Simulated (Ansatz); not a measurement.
Ag:
```
Ag
1.0
   -1.63299     1.63299     1.63299
    1.63299    -1.63299     1.63299
    1.63299     1.63299    -1.63299
Ag
1
Direct
  0.00000   0.00000   0.00000
```

Relaxed with r²SCAN.

Q: Map the electron localisation function on the plane through (0.000, 0.000, 0.000) spanned by u = [1, 1, 0] and v = [1, -1, 0] in lattice vectors, from r²SCAN in the plane-wave PAW code Ansatz.

A: x is the fraction of u, y of v (the angle between them is 90°; rows are the nearest grid lines); atoms in the plane: Ag at (0.00, 0.00), Ag at (0.50, 0.50).
```
y \ x   0.000  0.0625  0.188  0.250  0.375  0.438  0.562  0.625  0.750  0.812  0.938   1.00
------  -----  ------  -----  -----  -----  -----  -----  -----  -----  -----  -----  -----
1.00    0.880   0.785  0.491  0.395  0.168  0.150  0.150  0.168  0.395  0.491  0.785  0.880
0.913   0.596   0.560  0.432  0.328  0.162  0.159  0.159  0.162  0.328  0.432  0.560  0.596
0.826   0.393   0.377  0.256  0.187  0.159  0.165  0.165  0.159  0.187  0.256  0.377  0.393
0.783   0.262   0.249  0.176  0.154  0.157  0.163  0.163  0.157  0.154  0.176  0.249  0.262
0.696   0.167   0.163  0.154  0.166  0.268  0.313  0.313  0.268  0.166  0.154  0.163  0.167
0.609   0.166   0.163  0.195  0.293  0.466  0.511  0.511  0.466  0.293  0.195  0.163  0.166
0.522   0.147   0.150  0.253  0.391  0.585  0.763  0.763  0.585  0.391  0.253  0.150  0.147
0.478   0.147   0.150  0.253  0.391  0.585  0.763  0.763  0.585  0.391  0.253  0.150  0.147
0.391   0.166   0.163  0.195  0.293  0.466  0.511  0.511  0.466  0.293  0.195  0.163  0.166
0.304   0.167   0.163  0.154  0.166  0.268  0.313  0.313  0.268  0.166  0.154  0.163  0.167
0.217   0.262   0.249  0.176  0.154  0.157  0.163  0.163  0.157  0.154  0.176  0.249  0.262
0.174   0.393   0.377  0.256  0.187  0.159  0.165  0.165  0.159  0.187  0.256  0.377  0.393
0.0870  0.596   0.560  0.432  0.328  0.162  0.159  0.159  0.162  0.328  0.432  0.560  0.596
0.000   0.880   0.785  0.491  0.395  0.168  0.150  0.150  0.168  0.395  0.491  0.785  0.880
```

The density is the valence pseudo-density with augmentation charge, so density and ELF within about 1 Å of a nucleus are not all-electron values.

Space group Im-3m (bcc (W type)). The first step of the workflow began from a Materials Project structure, measured or hypothetical; the Crystallography Open Database copy checked does not list it. It is not the phase usual at ambient conditions (space group No. 225). The cell keeps a stress of up to 0.2 GPa. The r²SCAN relaxation kept the symmetry of its start. At this level the phase is mechanically unstable. No spin polarisation was allowed.

Potentials: the earlier of the program's two PAW sets.
